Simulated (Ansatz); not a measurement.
## ZnS, one structure, two calculations

Cell: a computed structure from the Materials Project (it need not be an observed phase), taken as it stands.

```xyz
40
Lattice="3.8087 0.0000 0.0000 -1.9043 3.2984 0.0000 0.0000 0.0000 62.2639" Properties=species:S:1:pos:R:3 pbc="T T T"
Zn    0.0000    0.0000   24.9058
Zn    0.0000    2.1989   28.0177
Zn    1.9043    1.0995   12.4540
Zn    1.9043    1.0995   40.4718
Zn    0.0000    2.1989   43.5859
Zn    0.0000    0.0000   37.3587
Zn    1.9043    1.0995   59.1496
Zn    0.0000    0.0000    6.2268
Zn    1.9043    1.0995   21.7937
Zn    1.9043    1.0995    3.1165
Zn    0.0000    0.0000   56.0377
Zn    0.0000    2.1989   34.2484
Zn    0.0000    0.0000   15.5662
Zn    0.0000    2.1989   52.9257
Zn    0.0000    0.0000   46.6981
Zn    1.9043    1.0995   31.1331
Zn    0.0000    2.1989    9.3398
Zn    1.9043    1.0995   49.8115
Zn    0.0000    2.1989   18.6796
Zn    0.0000    2.1989    0.0012
S     1.9043    1.0995   14.7868
S     1.9043    1.0995   52.1453
S     0.0000    2.1989   55.2585
S     0.0000    2.1989   21.0134
S     0.0000    0.0000   49.0319
S     1.9043    1.0995    5.4479
S     0.0000    2.1989   30.3500
S     0.0000    0.0000   17.9000
S     0.0000    0.0000    8.5604
S     1.9043    1.0995   42.8056
S     0.0000    2.1989    2.3368
S     1.9043    1.0995   61.4819
S     1.9043    1.0995   33.4687
S     1.9043    1.0995   24.1266
S     0.0000    2.1989   45.9187
S     0.0000    2.1989   11.6736
S     0.0000    0.0000   39.6923
S     0.0000    2.1989   36.5799
S     0.0000    0.0000   58.3711
S     0.0000    0.0000   27.2392
```

Sites (sets of like atoms) are named by element and the number of their first atom in this list.

First run. All values are calculated (Ansatz; DFT, PBE, plane waves and PAW, scalar-relativistic, 420 eV cutoff, Γ-centred 8×8×1 k-points, Fermi–Dirac smearing 0.02 eV), not measured.

| site | atom | V_zz (10²¹ V/m²) | η |
| --- | --- | --- | --- |
| Zn10 | 10 | 0.028 | 0.00 |
| Zn16 | 16 | -0.11 | 0.00 |
| S21 | 21 | 0.039 | 0.00 |
| S22 | 22 | 0.052 | 0.00 |
| S25 | 25 | 0.046 | 0.00 |
| S26 | 26 | 0.036 | 0.00 |
| S27 | 27 | 0.11 | 0.00 |
| S29 | 29 | 0.042 | 0.00 |
| S31 | 31 | 0.20 | 0.00 |
| S39 | 39 | 0.033 | 0.00 |

Second run. The same atoms and settings, except that the functional is LDA.

Question: Given the first result, estimate the second.

Answer: 

```csv
site,atom,V_zz,η,change of V_zz
Zn10,10,0.033,0.00,+0.01
Zn16,16,-0.11,0.00,0.00
S21,21,0.043,0.00,0.00
S22,22,0.056,0.00,0.00
S25,25,0.050,0.00,0.00
S26,26,0.041,0.00,0.00
S27,27,0.10,0.00,-0.01
S29,29,0.045,0.00,0.00
S31,31,0.20,0.00,0.00
S39,39,0.037,0.00,0.00
```

No V_zz moves by more than 0.01. Sites with |V_zz| of 0.02 or less aren't listed.
